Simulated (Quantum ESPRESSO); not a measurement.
# Al7GaAs8: one run as intended and one with a planted mistake

A calculation, not a measurement. The program is pw.x of Quantum ESPRESSO 7.5 (plane-wave density functional theory). The cell is made up: 16 atoms on a doubled zincblende/diamond lattice, with randomly drawn elements, strain and displacements, not relaxed. PseudoDojo standard norm-conserving files (v0.5 for PBE, v0.4.1 for LDA and PBEsol) set the functional; there is no spin polarisation, spin-orbit coupling or dispersion term, and the masses in the input are unused placeholders.

Intended input:

```
&control calculation='scf', pseudo_dir='./dojo.nc.sr.pbe.v0_5.standard.upf', outdir='./o', disk_io='medium', tprnfor=.true., tstress=.true. /
&system ibrav=0, nat=16, ntyp=3, nbnd=83, ecutwfc=84.00895049, nosym=.true., tot_charge=0,
 occupations='smearing', smearing='fd', degauss=0.0018374661
/
&electrons conv_thr=7.350e-09, electron_maxstep=60, /
ATOMIC_SPECIES
Al 1.0 Al.upf
As 1.0 As.upf
Ga 1.0 Ga.upf
CELL_PARAMETERS angstrom
5.6176 0.021 0.056
0.021 5.7148 -0.0783
0.112 -0.1567 11.5606
ATOMIC_POSITIONS angstrom
Al 0.009 0.037 0.0188
Al 0.0867 2.8465 2.8826
Ga 2.8327 -0.0046 2.8979
Al 2.8611 2.9184 0.0146
Al 0.0215 -0.1248 5.7613
Al 0.078 2.6985 8.6151
Al 2.8544 -0.0647 8.7036
Al 2.8799 2.7342 5.6963
As 1.4135 1.4625 1.4294
As 1.4643 4.2155 4.2895
As 4.2584 1.4434 4.2977
As 4.2312 4.2805 1.3904
As 1.4808 1.2969 7.1763
As 1.5163 4.1213 10.0945
As 4.3099 1.2691 10.107
As 4.3308 4.1877 7.2748
K_POINTS automatic
4 4 2 1 1 1
```

The log is shortened where brackets say so; the opening notice, blank lines, dates and the lines on written files are dropped, and the path of the files is cut. It prints rydbergs, bohrs and kilobars, and counts compression as positive stress. Where no state is partly filled, the Fermi energy that it prints is only some level between the filled and the empty states on the mesh, and need not lie in the true gap.

Log of the intended run:

```
     Program PWSCF v.7.5
     Parallel version (MPI & OpenMP), running on       1 processor cores
     Number of MPI processes:                 1
     Threads/MPI process:                     1
     [start-up lines left out]
     bravais-lattice index     =            0
     lattice parameter (alat)  =      10.6163  a.u.
     unit-cell volume          =    2503.8010 (a.u.)^3
     number of atoms/cell      =           16
     number of atomic types    =            3
     number of electrons       =       154.00
     number of Kohn-Sham states=           83
     kinetic-energy cutoff     =      84.0090  Ry
     charge density cutoff     =     336.0358  Ry
     scf convergence threshold =      7.3E-09
     mixing beta               =       0.7000
     number of iterations used =            8  plain     mixing
     Exchange-correlation= PBE
                           (   1   4   3   4   0   0   0)
     [axes and pseudopotential details left out]
   Cartesian axes
     site n.     atom                  positions (alat units)
         1        Al     tau(   1) = (   0.0016020   0.0065861   0.0033464  )
         2        Al     tau(   2) = (   0.0154328   0.5066823   0.5131082  )
         3        Ga     tau(   3) = (   0.5042259  -0.0008188   0.5158316  )
         4        Al     tau(   4) = (   0.5092812   0.5194807   0.0025988  )
         5        Al     tau(   5) = (   0.0038270  -0.0222146   1.0255222  )
         6        Al     tau(   6) = (   0.0138841   0.4803381   1.5335039  )
         7        Al     tau(   7) = (   0.5080886  -0.0115167   1.5492571  )
         8        Al     tau(   8) = (   0.5126276   0.4866927   1.0139521  )
         9        As     tau(   9) = (   0.2516056   0.2603277   0.2544359  )
        10        As     tau(  10) = (   0.2606481   0.7503669   0.7635390  )
        11        As     tau(  11) = (   0.7580032   0.2569279   0.7649987  )
        12        As     tau(  12) = (   0.7531615   0.7619370   0.2474938  )
        13        As     tau(  13) = (   0.2635852   0.2308506   1.2773949  )
        14        As     tau(  14) = (   0.2699042   0.7335991   1.7968399  )
        15        As     tau(  15) = (   0.7671703   0.2259022   1.7990649  )
        16        As     tau(  16) = (   0.7708905   0.7454184   1.2949280  )
     number of k points=    16  Fermi-Dirac smearing, width (Ry)=  0.0018
                       cart. coord. in units 2pi/alat
        k(    1) = (   0.1233272   0.1240989   0.1219758), wk =   0.1250000
        k(    2) = (   0.1257626   0.1207600  -0.1210700), wk =   0.1250000
     [further k points left out]
     Dense  grid:   260483 G-vectors     FFT dimensions: (  64,  64, 128)
     Estimated max dynamical RAM per process >     515.47 MB
     Initial potential from superposition of free atoms
     starting charge     153.9783, renormalised to     154.0000
     Starting wfcs are  109 randomized atomic wfcs
     total cpu time spent up to now is       53.7 secs
     per-process dynamical memory:   298.8 Mb
     Self-consistent Calculation
     iteration #  1     ecut=    84.01 Ry     beta= 0.70
     Davidson diagonalization with overlap
     ethr =  1.00E-02,  avg # of iterations =  4.0
     Threshold (ethr) on eigenvalues was too large:
     Diagonalizing with lowered threshold
     Davidson diagonalization with overlap
     ethr =  3.10E-04,  avg # of iterations =  2.1
     total cpu time spent up to now is      335.6 secs
     total energy              =   -1882.89326229 Ry
     estimated scf accuracy    <       0.50129287 Ry
     iteration #  2     ecut=    84.01 Ry     beta= 0.70
     Davidson diagonalization with overlap
     ethr =  3.26E-04,  avg # of iterations =  8.2
     total cpu time spent up to now is      504.4 secs
     total energy              =   -1882.94877862 Ry
     estimated scf accuracy    <       0.10396751 Ry
     [iterations 3 to 10 left out]
     iteration # 11     ecut=    84.01 Ry     beta= 0.70
     Davidson diagonalization with overlap
     ethr =  7.39E-11,  avg # of iterations =  4.0
     total cpu time spent up to now is     1798.7 secs
     total energy              =   -1882.98620730 Ry
     estimated scf accuracy    <       0.00000001 Ry
     iteration # 12     ecut=    84.01 Ry     beta= 0.70
     Davidson diagonalization with overlap
     ethr =  8.63E-12,  avg # of iterations =  3.3
     total cpu time spent up to now is     1938.2 secs
     End of self-consistent calculation
     [lines on levels left out]
     the Fermi energy is     7.1604 ev
!    total energy              =   -1882.98620730 Ry
     estimated scf accuracy    <          1.9E-09 Ry
     smearing contrib. (-TS)   =      -0.00000000 Ry
     internal energy E=F+TS    =   -1882.98620730 Ry
     The total energy is F=E-TS. E is the sum of the following terms:
     one-electron contribution =   -1199.07068895 Ry
     hartree contribution      =     668.03639613 Ry
     xc contribution           =    -437.22489398 Ry
     ewald contribution        =    -914.72702050 Ry
     convergence has been achieved in  12 iterations
     Forces acting on atoms (cartesian axes, Ry/au):
     atom    1 type  1   force =    -0.00824976   -0.00659669   -0.00919590
     atom    2 type  1   force =    -0.02343616    0.00854283   -0.02051123
     atom    3 type  3   force =    -0.00993886    0.00047223   -0.00320091
     atom    4 type  1   force =    -0.01799577   -0.01964706   -0.02211786
     atom    5 type  1   force =    -0.01050657    0.01407112    0.00648342
     atom    6 type  1   force =     0.00848754    0.00527462    0.01036524
     atom    7 type  1   force =    -0.00664867   -0.02103004    0.00042128
     atom    8 type  1   force =    -0.00944554    0.02967225    0.04051067
     atom    9 type  2   force =     0.01447277   -0.00861817   -0.00298567
     atom   10 type  2   force =     0.01671898    0.00941025    0.00161587
     atom   11 type  2   force =     0.02466114   -0.03674863    0.00203304
     atom   12 type  2   force =     0.03146223    0.00947742    0.02515521
     atom   13 type  2   force =     0.00110419    0.00380623   -0.00694232
     atom   14 type  2   force =     0.00270488    0.00448787   -0.00928026
     atom   15 type  2   force =     0.00650932    0.01233719    0.01619277
     atom   16 type  2   force =    -0.01989974   -0.00491140   -0.02854335
     Total force =     0.111401     Total SCF correction =     0.000296
     Computing stress (Cartesian axis) and pressure
          total   stress  (Ry/bohr**3)                   (kbar)     P=       12.10
   0.00014117  -0.00002643  -0.00007695           20.77       -3.89      -11.32
  -0.00002643   0.00007395   0.00014455           -3.89       10.88       21.26
  -0.00007695   0.00014455   0.00003157          -11.32       21.26        4.64
     init_run     :     49.99s CPU     53.53s WALL (       1 calls)
     electrons    :   1837.89s CPU   1884.56s WALL (       1 calls)
     forces       :     22.85s CPU     23.18s WALL (       1 calls)
     stress       :     78.39s CPU     80.91s WALL (       1 calls)
     [timing details left out]
     PWSCF        :  33m 9.46s CPU  34m 3.37s WALL
     JOB DONE.
```

A second run has one planted mistake: two atoms have their elements exchanged. The input lines that differ, file-writing options aside:

```
- Ga 2.8327 -0.0046 2.8979
+ As 2.8327 -0.0046 2.8979
- As 4.3308 4.1877 7.2748
+ Ga 4.3308 4.1877 7.2748
```

Its log:

```
     Program PWSCF v.7.5
     Parallel version (MPI & OpenMP), running on       4 processor cores
     Number of MPI processes:                 4
     Threads/MPI process:                     1
     [start-up lines left out]
     bravais-lattice index     =            0
     lattice parameter (alat)  =      10.6163  a.u.
     unit-cell volume          =    2503.8010 (a.u.)^3
     number of atoms/cell      =           16
     number of atomic types    =            3
     number of electrons       =       154.00
     number of Kohn-Sham states=           83
     kinetic-energy cutoff     =      84.0090  Ry
     charge density cutoff     =     336.0358  Ry
     scf convergence threshold =      7.3E-09
     mixing beta               =       0.7000
     number of iterations used =            8  plain     mixing
     Exchange-correlation= PBE
                           (   1   4   3   4   0   0   0)
     [axes and pseudopotential details left out]
   Cartesian axes
     site n.     atom                  positions (alat units)
         1        Al     tau(   1) = (   0.0016020   0.0065861   0.0033464  )
         2        Al     tau(   2) = (   0.0154328   0.5066823   0.5131082  )
         3        As     tau(   3) = (   0.5042259  -0.0008188   0.5158316  )
         4        Al     tau(   4) = (   0.5092812   0.5194807   0.0025988  )
         5        Al     tau(   5) = (   0.0038270  -0.0222146   1.0255222  )
         6        Al     tau(   6) = (   0.0138841   0.4803381   1.5335039  )
         7        Al     tau(   7) = (   0.5080886  -0.0115167   1.5492571  )
         8        Al     tau(   8) = (   0.5126276   0.4866927   1.0139521  )
         9        As     tau(   9) = (   0.2516056   0.2603277   0.2544359  )
        10        As     tau(  10) = (   0.2606481   0.7503669   0.7635390  )
        11        As     tau(  11) = (   0.7580032   0.2569279   0.7649987  )
        12        As     tau(  12) = (   0.7531615   0.7619370   0.2474938  )
        13        As     tau(  13) = (   0.2635852   0.2308506   1.2773949  )
        14        As     tau(  14) = (   0.2699042   0.7335991   1.7968399  )
        15        As     tau(  15) = (   0.7671703   0.2259022   1.7990649  )
        16        Ga     tau(  16) = (   0.7708905   0.7454184   1.2949280  )
     number of k points=    16  Fermi-Dirac smearing, width (Ry)=  0.0018
                       cart. coord. in units 2pi/alat
        k(    1) = (   0.1233272   0.1240989   0.1219758), wk =   0.1250000
        k(    2) = (   0.1257626   0.1207600  -0.1210700), wk =   0.1250000
     [further k points left out]
     Dense  grid:   260483 G-vectors     FFT dimensions: (  64,  64, 128)
     Estimated max dynamical RAM per process >     680.40 MB
     Estimated total dynamical RAM >       2.47 GB
     Initial potential from superposition of free atoms
     starting charge     153.9783, renormalised to     154.0000
     Starting wfcs are  109 randomized atomic wfcs
     total cpu time spent up to now is        9.2 secs
     per-process dynamical memory:   466.8 Mb
     Self-consistent Calculation
     iteration #  1     ecut=    84.01 Ry     beta= 0.70
     Davidson diagonalization with overlap
     ethr =  1.00E-02,  avg # of iterations =  4.0
     Threshold (ethr) on eigenvalues was too large:
     Diagonalizing with lowered threshold
     Davidson diagonalization with overlap
     ethr =  6.75E-04,  avg # of iterations =  2.1
     total cpu time spent up to now is       41.4 secs
     total energy              =   -1882.10435332 Ry
     estimated scf accuracy    <       1.04417589 Ry
     iteration #  2     ecut=    84.01 Ry     beta= 0.70
     Davidson diagonalization with overlap
     ethr =  6.78E-04,  avg # of iterations =  9.7
     total cpu time spent up to now is       64.1 secs
     total energy              =   -1879.42453713 Ry
     estimated scf accuracy    <      37.26621421 Ry
     [iterations 3 to 12 left out]
     iteration # 13     ecut=    84.01 Ry     beta= 0.70
     Davidson diagonalization with overlap
     ethr =  1.04E-11,  avg # of iterations =  5.7
     total cpu time spent up to now is      240.9 secs
     total energy              =   -1882.67266343 Ry
     estimated scf accuracy    <       0.00000003 Ry
     iteration # 14     ecut=    84.01 Ry     beta= 0.70
     Davidson diagonalization with overlap
     ethr =  1.04E-11,  avg # of iterations =  2.1
     total cpu time spent up to now is      254.5 secs
     End of self-consistent calculation
     [lines on levels left out]
     the Fermi energy is     7.3230 ev
!    total energy              =   -1882.67266343 Ry
     estimated scf accuracy    <          2.6E-09 Ry
     smearing contrib. (-TS)   =      -0.00036668 Ry
     internal energy E=F+TS    =   -1882.67229675 Ry
     The total energy is F=E-TS. E is the sum of the following terms:
     one-electron contribution =   -1222.65347324 Ry
     hartree contribution      =     678.76961240 Ry
     xc contribution           =    -437.08391511 Ry
     ewald contribution        =    -901.70452079 Ry
     convergence has been achieved in  14 iterations
     Forces acting on atoms (cartesian axes, Ry/au):
     atom    1 type  1   force =    -0.01179616   -0.00708365   -0.02006061
     atom    2 type  1   force =    -0.02758311    0.01296162   -0.01325973
     atom    3 type  2   force =    -0.00510423   -0.00715185   -0.00253373
     atom    4 type  1   force =    -0.01778117   -0.01703474   -0.03243783
     atom    5 type  1   force =    -0.02100290    0.01095211    0.00579938
     atom    6 type  1   force =    -0.00019319    0.00833997    0.01265578
     atom    7 type  1   force =    -0.00666133   -0.01840151    0.00244334
     atom    8 type  1   force =    -0.00614852    0.03136200    0.03952788
     atom    9 type  2   force =     0.00031004    0.00952223   -0.01865079
     atom   10 type  2   force =    -0.00115464   -0.00836327    0.00712176
     atom   11 type  2   force =     0.04148530   -0.01454420    0.00420598
     atom   12 type  2   force =     0.04665048   -0.00443773    0.01569436
     atom   13 type  2   force =     0.00242146    0.00388816   -0.00978455
     atom   14 type  2   force =     0.00154714   -0.00097910    0.00392977
     atom   15 type  2   force =     0.01188811    0.01146891    0.02959460
     atom   16 type  3   force =    -0.00687727   -0.01049893   -0.02424563
     Total force =     0.119242     Total SCF correction =     0.000298
     Computing stress (Cartesian axis) and pressure
          total   stress  (Ry/bohr**3)                   (kbar)     P=       31.20
   0.00022315  -0.00000948  -0.00005535           32.83       -1.39       -8.14
  -0.00000948   0.00018887   0.00010942           -1.39       27.78       16.10
  -0.00005535   0.00010942   0.00022427           -8.14       16.10       32.99
     init_run     :      8.27s CPU      8.77s WALL (       1 calls)
     electrons    :    240.09s CPU    245.33s WALL (       1 calls)
     forces       :      3.07s CPU      3.15s WALL (       1 calls)
     stress       :      9.27s CPU      9.53s WALL (       1 calls)
     [timing details left out]
     PWSCF        :   4m21.19s CPU   4m27.41s WALL
     JOB DONE.
```

|  | intended run | run with the mistake |
| --- | --- | --- |
| free energy (eV) | -25619.332 | -25615.067 |
| smearing term -TS (eV) | 0.0000 | -0.0050 |
| pressure (GPa) | 1.21 | 3.12 |
| largest force component (eV/Å) | 1.042 | 1.199 |
| largest change of a force component (eV/Å) |  | 0.571 |
| iterations | 12 | 14 |

For scale, a rerun of the intended cell at 1437 eV and a 6 x 6 x 4 mesh moved values by no more than 0.018 eV in energy, 0.02 GPa in stress and 0.002 eV/Å in force.